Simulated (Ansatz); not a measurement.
In₃GaSbN: from a guess to a relaxed structure

These are results of DFT PBE, scalar-relativistic, plane waves, PAW (Ansatz), not measurements. Cutoff 420 eV, Gaussian smearing, Γ-centred meshes. Cell and atoms relax first on a coarse mesh and then on a finer one. In between, the cell is made exact in the group found at 0.06 Å. In metals the finer mesh still leaves noise of several meV/atom or more. The steps can't lower the symmetry of their start. No spin polarisation.

Recipe of this trial structure of In₃GaSbN: random cell by space group and Wyckoff sites (P4/mmm, No. 123). Its size is a rough estimate.

```yaml
crystal:
  lattice:
    - [4.57932, 0.00000, 0.00000]
    - [0.00000, 4.57932, 0.00000]
    - [0.00000, 0.00000, 6.83581]
  atoms:
    - { symbol: In, position: [0.50000, 0.00000, 0.50000] }
    - { symbol: In, position: [0.00000, 0.50000, 0.50000] }
    - { symbol: In, position: [0.00000, 0.00000, 0.00000] }
    - { symbol: Ga, position: [0.00000, 0.00000, 0.50000] }
    - { symbol: Sb, position: [0.50000, 0.50000, 0.50000] }
    - { symbol: N, position: [0.50000, 0.50000, 0.00000] }
```

The zero of energy is the elements' standard structures at the same level (N₂ as a molecule); no fitted shifts are applied.

Q: Describe the relaxed structure.

A: The symmetry stays P4/mmm (No. 123). The volume per atom grows by 17.1 %, from 23.9 to 28.0 Å³. The shortest distance goes from 2.29 Å (In–Ga and In–Sb) to 2.37 Å (In–Ga and Sb–N). The ratio c/a of the conventional cell changes by a factor of 0.53. The energy falls by about 2.2 eV/atom (the start's value is from the coarse mesh). Conventional cell: a = 5.948 Å, c = 4.747 Å. Around In on a site of symmetry mmm lie 2 Ga at 2.97 Å and 2 Sb at 2.97 Å; In on a site of symmetry 4/mmm has 2 Ga at 2.37 Å; around Ga lie 2 In at 2.37 Å and 4 In at 2.97 Å; Sb has 2 N at 2.37 Å and 4 In at 2.97 Å; around N lie 2 Sb at 2.37 Å.

```cif
data_structure
_symmetry_space_group_name_H-M 'P4/mmm'
_symmetry_Int_Tables_number 123
_cell_length_a 5.9475
_cell_length_b 5.9475
_cell_length_c 4.7469
_cell_angle_alpha 90.000
_cell_angle_beta 90.000
_cell_angle_gamma 90.000
_cell_volume 167.91
loop_
_atom_site_label
_atom_site_type_symbol
_atom_site_symmetry_multiplicity
_atom_site_Wyckoff_symbol
_atom_site_fract_x
_atom_site_fract_y
_atom_site_fract_z
_atom_site_occupancy
In1 In 2 e 0.50000 0.00000 0.50000 1
In2 In 1 a 0.00000 0.00000 0.00000 1
Ga1 Ga 1 b 0.00000 0.00000 0.50000 1
Sb1 Sb 1 d 0.50000 0.50000 0.50000 1
N1 N 1 c 0.50000 0.50000 0.00000 1
```

Q: Give its energy and gap.

A:

| Item | Value |
| --- | --- |
| Energy over the elements | +0.86 eV/atom |
| Gap on the 6×6×8 mesh of the 6-atom cell | 0 eV (a metal) |

The separate elements lie lower, so it is unstable against them.

The last run used Gaussian smearing of 0.10 eV. Spin–orbit coupling, which can matter for Sb, is left out. Symmetry constrained the relaxation, so the result can be a saddle point. In all, the 3 runs took 5.1 min on 1 thread of Intel(R) Xeon(R) Processor @ 2.70GHz, on a shared host. Another cell of In3GaSbN relaxed alike, in P4/mmm, lies 0.39 eV/atom lower, so this cell isn't the stable form at this level.
